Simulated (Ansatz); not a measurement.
Consider the following.

BP:
```
BP
1.0
    3.15836     0.00000     0.00000
   -1.57918     2.73522     0.00000
    0.00000     0.00000     5.24149
B P
2 2
Direct
  0.66667   0.33333   0.50048
  0.33333   0.66667   0.00048
  0.66667   0.33333   0.87452
  0.33333   0.66667   0.37452
```

This is the LDA-relaxed structure. Cartesian axes are those of the cell as given.

Problem. All from plane-wave PAW LDA (Ansatz code), unless another level is named. Estimate the Young's modulus.

Solution. 385 GPa.

Problem. Next, the highest zone-centre frequency (without LO–TO term)?

Solution. 817 cm⁻¹.

Problem. Predict the vibrational entropy at 300 K.

Solution. 9.9 J/(K·mol of atoms).

Problem. Next, the zero-point energy?

Solution. 102.5 meV/atom.

Problem. Predict the piezoelectric stress constants (proper, relaxed ions, C/m²).

Solution. e15 = e24 = 0.11, e31 = e32 = 0.14, e33 = -0.32.

Space group P6_3mc (wurtzite). The first step of the workflow began from a Materials Project structure, measured or hypothetical; the Crystallography Open Database copy checked does not list it. It is not the phase usual at ambient conditions (space group No. 216). The cell was relaxed with LDA under the symmetry of its start; phonons on a q-mesh show no instability.

Potentials: the later of the program's two PAW sets.
